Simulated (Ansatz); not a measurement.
# Step by step: RbLuS₂, 20 steps of 3.0 fs from 500 K

Method: Ansatz 0.2.0, DFT, PBEsol, all-electron LAPW, scalar-relativistic.

Command: `ansatz run input.yaml --threads 2 --pin off --max-ram 6144MiB --backend cpu --events-out ev --progress --plain --runs-dir out` The run took 18 min on 2 threads of Intel(R) Xeon(R) Platinum 8488C (Sapphire Rapids), on a shared host, peak memory 1.2 GiB.

```yaml
crystal:
  lattice:
    - [1.9955, 1.1521024622, 7.6126666667]
    - [-1.9955, 1.1521024622, 7.6126666667]
    - [0.0, -2.3042049243, 7.6126666667]
  atoms:
    - { symbol: Rb, position: [0.0, 0.0, 0.0] }
    - { symbol: Lu, position: [0.5, 0.5, 0.5] }
    - { symbol: S, position: [0.2303, 0.2303, 0.2303] }
    - { symbol: S, position: [0.7697, 0.7697, 0.7697] }
kpoints:
  mp_grid: { grid: [6, 6, 6] }
scf:
  occupations: { method: fermi_dirac, width: 0.08 }
hamiltonian:
  xc: pbesol
  pseudopotentials: { kind: all_electron, lapw: { basis_error: 0.001 } }
output:
  forces: true
  stress: true
md:
  timestep: 3.0
  n_steps: 20
  ensemble: nve
  temperature: 500
  initial_velocities: maxwell_boltzmann
  seed: 335459
```

No spin–orbit coupling, which matters for the heavy atoms here.

The geometry is COD entry 4030790, unchecked; take it as a test cell.

Each frame lists Cartesian positions (Å) and forces (eV/Å). Free energies count from the first step, -498892.8428 eV.

Step 0 (t = 0.0 fs): E = 0.0 meV, T = 500 K, conserved energy 0.0 meV

```
Rb    0.0000    0.0000    0.0000     0.000   0.000   0.000
Lu    0.0000    0.0000   11.4190     0.000   0.000   0.000
S     0.0000    0.0000    5.2596     0.000   0.000  -0.198
S     0.0000    0.0000   17.5784     0.000   0.000   0.198
```

Step 1 (t = 3.0 fs): E = -3.1 meV, T = 508 K, conserved energy 0.0 meV

```
Rb   -0.0075    0.0066    0.0077     0.014  -0.015  -0.032
Lu    0.0021   -0.0008   11.4144     0.008  -0.022   0.089
S     0.0020   -0.0051    5.2487     0.001   0.010  -0.115
S     0.0065   -0.0082   17.5940    -0.022   0.027   0.058
```

Step 2 (t = 6.0 fs): E = -1.8 meV, T = 505 K, conserved energy 0.0 meV

```
Rb   -0.0150    0.0131    0.0153     0.027  -0.029  -0.063
Lu    0.0042   -0.0016   11.4098     0.016  -0.047   0.178
S     0.0039   -0.0102    5.2376     0.003   0.020  -0.030
S     0.0130   -0.0163   17.6097    -0.046   0.056  -0.085
```

Step 3 (t = 9.0 fs): E = +3.7 meV, T = 490 K, conserved energy 0.0 meV

```
Rb   -0.0224    0.0196    0.0228     0.039  -0.042  -0.093
Lu    0.0063   -0.0024   11.4054     0.025  -0.075   0.265
S     0.0059   -0.0152    5.2263     0.006   0.029   0.055
S     0.0193   -0.0242   17.6253    -0.070   0.088  -0.227
```

Step 4 (t = 12.0 fs): E = +13.3 meV, T = 466 K, conserved energy 0.0 meV

```
Rb   -0.0299    0.0261    0.0303     0.051  -0.054  -0.122
Lu    0.0085   -0.0032   11.4010     0.034  -0.104   0.349
S     0.0079   -0.0202    5.2152     0.010   0.037   0.138
S     0.0255   -0.0320   17.6402    -0.095   0.121  -0.366
```

Step 5 (t = 15.0 fs): E = +26.3 meV, T = 432 K, conserved energy +0.1 meV

```
Rb   -0.0372    0.0325    0.0376     0.062  -0.065  -0.149
Lu    0.0106   -0.0041   11.3968     0.044  -0.135   0.429
S     0.0099   -0.0250    5.2045     0.014   0.045   0.217
S     0.0314   -0.0393   17.6541    -0.120   0.155  -0.497
```

Step 6 (t = 18.0 fs): E = +41.7 meV, T = 393 K, conserved energy +0.2 meV

```
Rb   -0.0445    0.0389    0.0448     0.073  -0.075  -0.176
Lu    0.0128   -0.0050   11.3929     0.053  -0.167   0.504
S     0.0119   -0.0297    5.1944     0.018   0.053   0.290
S     0.0370   -0.0463   17.6666    -0.144   0.189  -0.618
```

Step 7 (t = 21.0 fs): E = +58.5 meV, T = 350 K, conserved energy +0.2 meV

```
Rb   -0.0517    0.0451    0.0518     0.083  -0.085  -0.201
Lu    0.0150   -0.0061   11.3892     0.062  -0.197   0.571
S     0.0140   -0.0343    5.1850     0.021   0.060   0.355
S     0.0422   -0.0528   17.6775    -0.166   0.222  -0.725
```

Step 8 (t = 24.0 fs):

```
Rb   -0.0589    0.0513    0.0586
Lu    0.0172   -0.0072   11.3858
S     0.0162   -0.0387    5.1766
S     0.0469   -0.0586   17.6865
```

Step 9 (t = 27.0 fs): E = +91.1 meV, T = 266 K, conserved energy +0.4 meV

```
Rb   -0.0659    0.0574    0.0652     0.104  -0.103  -0.248
Lu    0.0195   -0.0085   11.3826     0.075  -0.251   0.679
S     0.0184   -0.0429    5.1693     0.027   0.074   0.456
S     0.0511   -0.0638   17.6932    -0.206   0.280  -0.888
```

Step 10 (t = 30.0 fs): E = +104.6 meV, T = 231 K, conserved energy +0.4 meV

```
Rb   -0.0729    0.0634    0.0716     0.114  -0.111  -0.270
Lu    0.0218   -0.0099   11.3799     0.079  -0.272   0.719
S     0.0207   -0.0470    5.1633     0.029   0.081   0.489
S     0.0548   -0.0682   17.6975    -0.221   0.302  -0.939
```

Step 11 (t = 33.0 fs): E = +115.1 meV, T = 205 K, conserved energy +0.5 meV

```
Rb   -0.0797    0.0693    0.0776     0.125  -0.120  -0.291
Lu    0.0241   -0.0114   11.3775     0.081  -0.287   0.748
S     0.0231   -0.0508    5.1586     0.029   0.088   0.510
S     0.0579   -0.0718   17.6993    -0.234   0.319  -0.967
```

Step 12 (t = 36.0 fs): E = +121.9 meV, T = 187 K, conserved energy +0.5 meV

```
Rb   -0.0864    0.0750    0.0834     0.136  -0.128  -0.312
Lu    0.0265   -0.0130   11.3754     0.080  -0.296   0.765
S     0.0255   -0.0543    5.1552     0.028   0.096   0.518
S     0.0603   -0.0746   17.6984    -0.244   0.329  -0.971
```

Step 13 (t = 39.0 fs): E = +124.8 meV, T = 179 K, conserved energy +0.5 meV

```
Rb   -0.0930    0.0807    0.0888     0.147  -0.137  -0.332
Lu    0.0289   -0.0148   11.3737     0.078  -0.297   0.771
S     0.0281   -0.0577    5.1533     0.025   0.103   0.513
S     0.0621   -0.0764   17.6949    -0.250   0.332  -0.952
```

Step 14 (t = 42.0 fs): E = +124.1 meV, T = 181 K, conserved energy +0.5 meV

```
Rb   -0.0994    0.0861    0.0939     0.159  -0.146  -0.353
Lu    0.0314   -0.0168   11.3725     0.073  -0.292   0.767
S     0.0307   -0.0607    5.1528     0.021   0.110   0.495
S     0.0632   -0.0773   17.6889    -0.253   0.328  -0.909
```

Step 15 (t = 45.0 fs): E = +120.1 meV, T = 191 K, conserved energy +0.4 meV

```
Rb   -0.1056    0.0915    0.0987     0.172  -0.156  -0.373
Lu    0.0338   -0.0189   11.3716     0.066  -0.279   0.751
S     0.0333   -0.0634    5.1536     0.016   0.117   0.465
S     0.0636   -0.0774   17.6804    -0.254   0.319  -0.844
```

Step 16 (t = 48.0 fs): E = +113.7 meV, T = 208 K, conserved energy +0.3 meV

```
Rb   -0.1117    0.0966    0.1030     0.185  -0.166  -0.394
Lu    0.0364   -0.0211   11.3710     0.057  -0.262   0.726
S     0.0360   -0.0658    5.1556     0.009   0.124   0.424
S     0.0633   -0.0766   17.6696    -0.251   0.304  -0.757
```

Step 17 (t = 51.0 fs): E = +105.8 meV, T = 228 K, conserved energy +0.3 meV

```
Rb   -0.1176    0.1017    0.1070     0.199  -0.176  -0.414
Lu    0.0389   -0.0235   11.3709     0.046  -0.239   0.692
S     0.0387   -0.0679    5.1588     0.002   0.130   0.374
S     0.0624   -0.0750   17.6567    -0.247   0.285  -0.651
```

Step 18 (t = 54.0 fs): E = +97.7 meV, T = 249 K, conserved energy +0.2 meV

```
Rb   -0.1233    0.1065    0.1105     0.213  -0.187  -0.435
Lu    0.0415   -0.0260   11.3710     0.034  -0.213   0.650
S     0.0415   -0.0697    5.1630    -0.007   0.136   0.315
S     0.0608   -0.0726   17.6421    -0.241   0.264  -0.530
```

Step 19 (t = 57.0 fs): E = +90.3 meV, T = 267 K, conserved energy +0.1 meV

```
Rb   -0.1288    0.1111    0.1136     0.228  -0.197  -0.457
Lu    0.0441   -0.0285   11.3715     0.021  -0.185   0.602
S     0.0442   -0.0710    5.1681    -0.016   0.141   0.249
S     0.0585   -0.0695   17.6260    -0.233   0.242  -0.395
```

Step 20 (t = 60.0 fs): E = +84.7 meV, T = 282 K, conserved energy +0.1 meV

```
Rb   -0.1340    0.1156    0.1163     0.243  -0.208  -0.477
Lu    0.0467   -0.0312   11.3723     0.007  -0.156   0.549
S     0.0468   -0.0720    5.1739    -0.025   0.145   0.179
S     0.0556   -0.0657   17.6089    -0.225   0.219  -0.250
```

Task: Give the energy and forces of step 8.

Result: E = +75.3 meV, T = 307 K, conserved energy +0.3 meV
```
Rb   -0.0589    0.0513    0.0586     0.094  -0.094  -0.225
Lu    0.0172   -0.0072   11.3858     0.069  -0.226   0.630
S     0.0162   -0.0387    5.1766     0.025   0.067   0.411
S     0.0469   -0.0586   17.6865    -0.187   0.253  -0.816
```

Task: What is the mean temperature over the last 11 frames?

Result: 219 K; so short a run of so small a cell isn't equilibrated.
